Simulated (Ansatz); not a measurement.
KI:
```yaml
crystal:
  lattice:
    - [0.00000, 3.54587, 3.54587]
    - [3.54587, 0.00000, 3.54587]
    - [3.54587, 3.54587, 0.00000]
  atoms:
    - { symbol: K, position: [0.00000, 0.00000, 0.00000] }
    - { symbol: I, position: [0.50000, 0.50000, 0.50000] }
```

Relaxed with r²SCAN. Special points in fractions of this cell's reciprocal vectors: Γ (0.000, 0.000, 0.000); X (0.500, 0.000, 0.500); U (0.625, 0.250, 0.625); K (0.375, 0.375, 0.750); L (0.500, 0.500, 0.500); W (0.500, 0.250, 0.750).

### Question
List the band energies nearest the valence-band maximum at these points for r²SCAN in the plane-wave PAW code Ansatz.

### Answer
In eV from the valence-band maximum; about four levels below and three above (degenerate sets whole), none deeper than 8.9 eV; points with the same levels are listed once.

```tsv
k	below	above
Γ	0.00 0.00 0.00	4.58 7.07 7.07 7.07
X	-1.00 -0.37 -0.37	5.40 6.47 8.84
U	-0.85 -0.74 -0.38	6.11 7.34 8.16
L	-1.29 -0.33 -0.33	6.02 8.30 8.76 8.76
W	-0.73 -0.73 -0.58	6.97 6.97 7.36
```

Space group Fm-3m (rock salt). The cell was relaxed with r²SCAN under the symmetry of its start; of distortions, only those at the zone centre were tested. Scalar-relativistic: spin–orbit coupling is off unless named, which matters more the heavier the elements.

Potentials: the later of the program's two PAW sets.
